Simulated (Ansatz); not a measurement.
## Tl: two-dimensional strain map

Computed with DFT PBE, scalar-relativistic, plane waves, PAW in Ansatz. Cutoff 420 eV, Γ-centred 18×18×10 k-points, Gaussian smearing of 0.15 eV. Spin–orbit coupling is left out, which can shift energies with elements as heavy as these. No spin polarisation. Energies are free energies at this smearing, counted from the undisturbed cell; pressure is positive in compression.

Reference structure (as given, not relaxed at this level; it stands at 3.2 GPa):

```
CELL_PARAMETERS angstrom
3.45600 0.00000 0.00000
-1.72800 2.99298 0.00000
0.00000 0.00000 5.52500
ATOMIC_POSITIONS crystal
Tl 0.33333 0.66667 0.25000
Tl 0.66667 0.33333 0.75000
```

The cell is strained by p along both x and y and by q along z, fractional coordinates fixed. Points are written (p, q).

Energy above the undisturbed cell in meV/atom (a dash: not computed):

| p \ q | -0.080 | -0.040 | 0.000 | 0.040 | 0.080 |
| --- | --- | --- | --- | --- | --- |
| -0.080 | 437.2 | 314.3 | 229.4 | 174.2 | 143.6 |
| -0.040 | 220.7 | 131.5 | 76.3 | 44.0 | 28.7 |
| 0.000 | 94.3 | 34.4 | 0.0 | -13.0 | -12.8 |
| 0.040 | 28.0 | -7.2 | -24.1 | -24.2 | -11.5 |
| 0.080 | 2.5 | -12.4 | -14.5 | -4.3 | 16.6 |

Pressure in GPa:

```
 p \ q  -0.080  -0.040  0.000  0.040  0.080
-0.080    23.4    18.2   14.2   11.2    8.9
-0.040    14.2    10.4    7.5    5.3    3.6
 0.000     8.1     5.4    3.2    1.6    0.5
 0.040     4.0     2.1    0.6   -0.6   -1.4
 0.080     1.4     0.0   -1.1   -1.9   -2.5
```